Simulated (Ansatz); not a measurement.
Ta₃Si in space group P4_2/n (No. 86; Ta on 8g, Ta on 8g, Ta on 8g, Si on 8g), PBE (plane waves, PAW; program Ansatz), all energies at zero smearing, with the estimated change up to a 700 eV cutoff added, with one set of potentials and settings (totals compare only within such a set). Cell of 32 atoms (24 Ta, 8 Si): -243474.725 eV.

```json
[
 {"element": "Ta", "reference phase": "Im-3m, 1 atoms in the cell", "E (eV/atom)": "-9932.2522"},
 {"element": "Si", "reference phase": "Fd-3m, 2 atoms in the cell", "E (eV/atom)": "-635.8096"}
]
```

Formation energy per atom, worked out: (-243474.725 − 24×(-9932.2522) − 8×(-635.8096))/32 = -0.444 eV/atom (-43 kJ per mol of atoms), at 0 K, without zero-point energy or fitted corrections.

The first step of the workflow began from a Materials Project structure, measured or hypothetical; the Crystallography Open Database copy checked does not list it. Its standing as an ambient phase is unchecked. Symmetry was held in the PBE relaxation; its stability against distortions is not shown here. No spin polarisation was allowed. The references are the lowest solids computed at this level, not always the standard phases. Scalar-relativistic: spin–orbit coupling is off unless named, which matters more the heavier the elements.

Potentials: the later of the program's two PAW sets.
